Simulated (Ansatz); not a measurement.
TiGe2 (fluorite or antifluorite type, Fm-3m), PBE in the plane-wave PAW code Ansatz, all energies at zero smearing, with the estimated change up to a 700 eV cutoff added, with one set of potentials and settings (totals compare only within such a set). Cell of 3 atoms (1 Ti, 2 Ge): -11089.425 eV.

```json
[
 {"element": "Ti", "reference phase": "P6/mmm, 3 atoms in the cell", "E (eV/atom)": "-2499.6739"},
 {"element": "Ge", "reference phase": "Fd-3m, 2 atoms in the cell", "E (eV/atom)": "-4294.9847"}
]
```

Formation energy per atom, worked out: (-11089.425 − 1×(-2499.6739) − 2×(-4294.9847))/3 = 0.073 eV/atom (7 kJ per mol of atoms), at 0 K, without zero-point energy or fitted corrections.

The cell is a constructed one: a structure type filled with these elements; neither database checked (COD, Materials Project) lists it. COD files the formula under space group No. 70, so this cell is another polymorph or a model. Whether it is the stable phase at ambient conditions was not checked. The cell keeps a stress of up to 0.2 GPa. The PBE relaxation kept the symmetry of its start; whether a distortion lowers the energy is not shown. The run is not spin-polarised. The references are the lowest solids computed at this level, not always the standard phases.

Potentials: the later of the program's two PAW sets.
